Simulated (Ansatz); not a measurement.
A relaxed cell of RbSb3S4 is given with its symmetry left out. The cell was found from a structure generator's guess, not taken from experiment.

The calculation used Ansatz, DFT PBE, scalar-relativistic, plane waves, PAW. Cutoff 420 eV, Γ-centred mesh, Gaussian smearing, no spin polarisation.

```yaml
crystal:
  lattice:
    - [5.88508, 0.00000, 0.00000]
    - [0.00000, 5.88508, 0.00000]
    - [0.00000, 0.00000, 5.88508]
  atoms:
    - { symbol: Rb, position: [0.50000, 0.50000, 0.50000] }
    - { symbol: Sb, position: [0.00000, 0.50000, 0.00000] }
    - { symbol: Sb, position: [0.00000, 0.00000, 0.50000] }
    - { symbol: Sb, position: [0.50000, 0.00000, 0.00000] }
    - { symbol: S, position: [0.50000, 0.00000, 0.50000] }
    - { symbol: S, position: [0.50000, 0.50000, 0.00000] }
    - { symbol: S, position: [0.00000, 0.50000, 0.50000] }
    - { symbol: S, position: [0.00000, 0.00000, 0.00000] }
```

The zero of energy is the elements' standard structures at the same level; no fitted shifts are applied.

**Question.** What space group does it have?

**Answer.** Pm-3m (No. 221). Conventional cell: a = 5.885 Å. Rb is surrounded by 6 S at 2.94 Å and 12 Sb at 4.16 Å; Sb is surrounded by 6 S at 2.94 Å; S on a site of symmetry 4/mmm has 2 Rb at 2.94 Å and 4 Sb at 2.94 Å; S on a site of symmetry m-3m is surrounded by 6 Sb at 2.94 Å.

**Question.** What is its formation energy per atom?

**Answer.** −0.13 eV/atom. It lies below the elements, which doesn't yet make it stable against other compounds or structures.

**Question.** Is it a metal?

**Answer.** Yes, bands cross the Fermi level on the 6×6×6 mesh.

The last run used a 6×6×6 mesh for its 8-atom cell and Gaussian smearing of 0.10 eV. The end has R-3m (No. 166) at a tolerance of 0.01 Å; the cell shown is made exact in the group found at 0.05 Å. Spin–orbit coupling, which can matter for Sb, is left out. The reference form of S is held partly by dispersion forces, which this level lacks. A structure relaxed within its symmetry needn't be a true minimum.
